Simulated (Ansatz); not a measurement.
Does the structure type survive?

Level of theory: DFT r2SCAN, scalar-relativistic, plane waves, PAW in Ansatz. Settings: cutoff 500 eV, Γ-centred meshes no coarser than 0.19 Å⁻¹ for metals and 0.3 Å⁻¹ for insulators (2π included), Gaussian smearing.

Each formula is placed on the named type at a guessed volume, then cell and atoms relax at zero pressure without lowering the symmetry. Keeping the type says nothing about stability against other structures or lower symmetry. Neighbours of unlike kind (in an element, all neighbours) are counted within 25 % of the shortest distance of their pair. The atoms listed around a site end at a clear gap in distance instead, so their number can differ.

Si2As on the Cu2Sb type (P4/nmm, No. 129), with As for Sb, Si for Cu: does the type hold?

No. It keeps the space group, but the neighbours change from Si 4.5 As; As 9 Si to Si 0.5 As; As 1 Si, with a = 4.126 Å, c = 7.071 Å. Si on Wyckoff site a (2 atoms of the primitive cell) is coordinated by 4 Si at 2.40 Å and 4 Si at 2.92 Å; Si on Wyckoff site c (2 atoms of the primitive cell) is coordinated by 1 As at 2.34 Å and 4 Si at 2.40 Å; As is coordinated by 1 Si at 2.34 Å and 4 As at 2.92 Å.

Nb on the lonsdaleite type (P6_3/mmc, No. 194): does the type hold?

Only loosely: the neighbours stay the same, but the proportions of the cell change a good deal: a = 3.071 Å, c = 9.281 Å. Nb is coordinated by 1 Nb at 2.45 Å, 3 Nb at 2.82 Å and 6 Nb at 3.07 Å.

Nb on the hcp type (P6_3/mmc, No. 194): does the type hold?

Yes: a = 2.860 Å, c = 5.239 Å. Nb has 6 Nb at 2.86 Å and 6 Nb at 3.10 Å.